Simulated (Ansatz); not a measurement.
TlHg$_{3}$:
```xyz
4
Lattice="4.6548 0.0000 0.0000 0.0000 4.6548 0.0000 0.0000 0.0000 4.6548" Properties=species:S:1:pos:R:3 pbc="T T T"
Hg     0.0000     2.3274     2.3274
Hg     2.3274     0.0000     2.3274
Hg     2.3274     2.3274     0.0000
Tl     0.0000     0.0000     0.0000
```

Relaxed with PBEsol. Special points in fractions of this cell's reciprocal vectors: Γ (0.000, 0.000, 0.000); X (0.000, 0.500, 0.000); M (0.500, 0.500, 0.000); R (0.500, 0.500, 0.500).

Task: List the band energies nearest the Fermi level at these points for the program Ansatz at the PBEsol level (PAW).

Result: In eV from the Fermi level; about four levels below and three above (degenerate sets whole), none deeper than 8.9 eV; points with the same levels are listed once.

| k | below | above |
|---|---|---|
| Γ | -0.83 -0.83 -0.83 -0.27 -0.27 | 5.62 5.62 5.62 |
| X | -6.22 -5.83 -1.47 -0.24 | 1.77 1.77 2.32 2.32 |
| M | -5.25 -4.49 -4.09 -4.09 | 2.71 3.21 3.21 |
| R | -2.26 -2.26 -2.26 -1.60 | 10.20 10.20 10.20 |

Space group Pm-3m (Cu3Au type). The workflow started from an entry of the Crystallography Open Database (COD). Whether it is the stable phase at ambient conditions was not checked. Symmetry was held in the PBEsol relaxation; whether a distortion lowers the energy is not shown. Spin–orbit coupling is left out wherever it is not named.

Potentials: the later of the program's two PAW sets.
